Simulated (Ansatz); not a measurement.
Elastic constants of ScB₂ (P6/mmm) under pressure

```yaml
crystal:
  lattice:
    - [3.12607, 0.00000, 0.00000]
    - [-1.56304, 2.70726, 0.00000]
    - [0.00000, 0.00000, 3.48384]
  atoms:
    - { symbol: Sc, position: [0.00000, 0.00000, 0.00000] }
    - { symbol: B, position: [0.33333, 0.66667, 0.50000] }
    - { symbol: B, position: [0.66667, 0.33333, 0.50000] }
```

This is the zero-pressure cell. At each pressure cell and atoms are relaxed in this structure, and the constants are slopes of the stress at strains of ±0.005 with relaxed ions (the coefficients that govern stability under load). Level: PBEsol, PAW on Ansatz 0.2.0's default frozen-core files (fitted under PBE), scalar-relativistic; k mesh 16×16×12, strains of ±0.005, Fermi-Dirac smearing of 0.050 eV, cutoff 420 eV. P is the pressure of the relaxed cell, less that of this one.

| P (GPa) | V/V₀ | C11 (GPa) | C12 (GPa) | C13 (GPa) | C33 (GPa) | C44 (GPa) |
| --- | --- | --- | --- | --- | --- | --- |
| 0.00 | 1.0000 | 514.0 | 51.4 | 73.6 | 386.5 | 195.3 |
| 0.99 | 0.9951 | 520.5 | 53.4 | 76.4 | 392.1 | 198.2 |
| 1.99 | 0.9902 | 527.0 | 55.3 | 79.3 | 397.6 | 201.1 |
| 3.97 | ? | ? | ? | ? | ? | ? |
| 7.00 | 0.9675 | 558.6 | 65.2 | 93.9 | 424.6 | 215.4 |
| 10.00 | 0.9550 | 576.8 | 71.0 | 102.6 | 440.3 | 223.7 |
| 15.00 | 0.9357 | 606.4 | 80.9 | 117.1 | 465.6 | 237.1 |

Problem. Does the bulk modulus from the constants agree with the pressure-volume curve?

Solution. A third-order Birch-Murnaghan fit to the volumes shown (F against f, f = [(V₀/V)^(2/3) − 1]/2) gives B₀ = 198.9 GPa and B′ = 3.8. Its −V dP/dV stands beside the Reuss value 1/ΣS_ij (i, j ≤ 3):

```csv
P (GPa),from P(V),from the constants
0.00,198.9,198.9
0.99,202.7,202.7
1.99,206.5,206.5
7.00,225.2,225.3
10.00,236.3,236.3
15.00,254.5,254.4
```

Problem. What are the pressure derivatives at zero pressure?

Solution. Slopes at V₀ of quadratic fits in −ln(V/V₀) through the first four rows shown, divided by B₀: dC11/dP = 6.6, dC12/dP = 2.0, dC13/dP = 2.9, dC33/dP = 5.6, dC44/dP = 2.9. The mean slopes up to 2.0 GPa are 6.5, 2.0, 2.9, 5.5, 2.9; curvature and scatter of the constants part the two.

Problem. Fill the row at 3.97 GPa.

Solution. Cubic fits in −ln(V/V₀) through all rows shown give C11 = 539.7, C12 = 59.2, C13 = 85.1, C33 = 408.4, C44 = 206.8 GPa. Computed: V/V₀ = 0.9809, C11 (GPa) = 539.7, C12 (GPa) = 59.2, C13 (GPa) = 85.1, C33 (GPa) = 408.4, C44 (GPa) = 206.8.

Problem. Does a shear stiffness soften?

Solution. C44 goes from 195.3 to 237.1 GPa; (C11 − C12)/2 goes from 231.3 to 262.7 GPa. Neither ends more than 3 % under its start, and the lattice stays mechanically stable over this range.

Limits of these numbers: no other phase was computed; many crystals of this kind change structure within this range, and rows or crossings beyond such a change describe a metastable lattice; frozen-core PAW files fitted under PBE, their cores solved anew for the functional of the run; responses of metals move with mesh and smearing; elastic stability says nothing of phonons or of other phases; phonons weren't checked at these pressures.
